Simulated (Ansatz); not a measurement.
AlZnNO:
```
AlZnNO
1.0
    3.13506     0.00000     0.00000
   -1.56753     2.71504     0.00000
    0.00000     0.00000     5.15068
Al Zn O N
1 1 1 1
Direct
  0.33333   0.66667   0.50422
  0.66667   0.33333   0.98770
  0.33333   0.66667   0.15216
  0.66667   0.33333   0.60592
```

x, y and z are the axes in which the lattice vectors are written.

Question: Give the proper piezoelectric stress tensor with relaxed ions from the program Ansatz at the r²SCAN level (PAW).

Answer: In C/m², rows x, y, z, Voigt columns; mesh uncertainty up to 0.00.
```
 0.00   0.00   0.00   0.00   0.42   0.06
 0.06  -0.06   0.00   0.42   0.00   0.00
 0.37   0.37  -1.26   0.00   0.00   0.00
```

The elastic tensor of the same run (GPa):

```
 300   124   107  -1.5   0.0   0.0
 124   300   107   1.5   0.0   0.0
 107   107   352   0.0   0.0   0.0
-1.5   1.5   0.0  71.3   0.0   0.0
 0.0   0.0   0.0   0.0  71.3  -1.5
 0.0   0.0   0.0   0.0  -1.5  88.0
```

Question: Convert to strain constants d = e·S.

Answer: In pC/N:
```
 0.0   0.0   0.0   0.0   5.9   0.8
 0.4  -0.4   0.0   5.9   0.0   0.0
 2.1   2.1  -4.9   0.0   0.0   0.0
```

Space group P3m1. The start of the workflow was typed in or built on a structure type; neither database checked (COD, Materials Project) lists it. Whether it is the stable phase at ambient conditions was not checked. The r²SCAN relaxation kept the symmetry of its start; whether a distortion lowers the energy is not shown. Signs of piezoelectric constants follow the polarity of the cell as given.

Potentials: the earlier of the program's two PAW sets.
